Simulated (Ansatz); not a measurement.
Input and command of a plane-wave DFT calculation in Ansatz:

```yaml
crystal:
  lattice:
    - [2.7975141512, -5.0023036917, 0.0006315277]
    - [2.7970089165, 5.0020119943, 0.0009463651]
    - [0.0025246285, 0.0002908343, 9.1242010371]
  atoms:
    - { symbol: Ru, position: [0.8187751628, 0.1241443182, 0.1244949804] }
    - { symbol: Ru, position: [0.8323123334, 0.1571551416, 0.6242922241] }
    - { symbol: Ru, position: [0.3760307854, 0.6815655873, 0.1241655482] }
    - { symbol: Ru, position: [0.3432904854, 0.6680313011, 0.6242710066] }
    - { symbol: Ru, position: [0.8036191557, 0.6965828964, 0.6243134435] }
    - { symbol: Ru, position: [0.6608236312, 0.8399221145, 0.3817402215] }
    - { symbol: Ru, position: [0.6604075828, 0.8394646636, 0.8668279474] }
    - { symbol: Ag, position: [0.3366434138, 0.1635786123, 0.1242892536] }
    - { symbol: Ag, position: [0.3305081802, 0.1697729267, 0.6242842295] }
    - { symbol: Ag, position: [0.8472073673, 0.6531089652, 0.1242699389] }
    - { symbol: Ag, position: [0.6709582416, 0.3384696976, 0.3787212469] }
    - { symbol: Ag, position: [0.6707725566, 0.3381828564, 0.8698920379] }
    - { symbol: Ag, position: [0.1637829705, 0.3369272841, 0.3710104947] }
    - { symbol: Ag, position: [0.1634091234, 0.3364588638, 0.8775311266] }
    - { symbol: Ag, position: [0.1619931289, 0.829465013, 0.3787467797] }
    - { symbol: Ag, position: [0.1618228908, 0.8292424133, 0.8698394129] }
  symmetry: { detect: false }
basis:
  ecutwfc: 420
kpoints:
  mp_grid: { grid: [4, 4, 3] }
hamiltonian:
  xc: pbe
scf:
  occupations: { method: gaussian, width: 0.1 }
  lower_state_search: "off"
output:
  forces: true
  stress: true
  eigenvalues: true
relax:
  adjacent_minimum: "off"
  f_tol: 0.04
  max_steps: 25
  cell: { stress_tol: 0.3 }
```

```bash
ansatz run input.yaml --threads 4 --pin off --max-ram 9216MiB --backend cpu --events-out ev --progress --plain --runs-dir out
```

Processor: Intel(R) Xeon(R) 6975P-C (Granite Rapids), 4 threads, on a host shared with other jobs.

Task: How long does it run, and how much memory does it take?

Result: About 91 s on 4 threads of Intel(R) Xeon(R) 6975P-C (Granite Rapids), with other jobs on the host, peak memory 1.7 GiB. It solves 170 bands at 26 k points (the mesh reduced by symmetry) with about 5003 plane waves (on the last cell), in 45 SCF iterations over 6 ionic steps.
